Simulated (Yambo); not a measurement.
Material: AlP (zinc blende, space group F-43m, No. 216) under isotropic strain of -3 % on all lattice vectors; a = b = c = 3.7517 Å, α = β = γ = 60.00° (2 atoms in the cell). The PBEsol cell relaxed from Materials Project entry mp-1550 was given an isotropic strain of -3 % on all lattice vectors, and the atoms were relaxed again.

With PBEsol (pw.x of Quantum ESPRESSO, ONCV potentials, no spin-orbit coupling), the gap between the mesh's edge points (Γ → X) is 1.254 eV.

What does a G0W0 run in Yambo give for it (4×4×4 Γ-centred k mesh, 149 bands and a 14 Ry block in the screening, 149 bands in G with the Bruneval-Gonze terminator, plasmon pole fitted at 27.2 eV)?

The correction is 1.048 eV, giving 2.302 eV, 1.8 times the PBEsol value.  Convergence of the G0W0 settings was not tested.
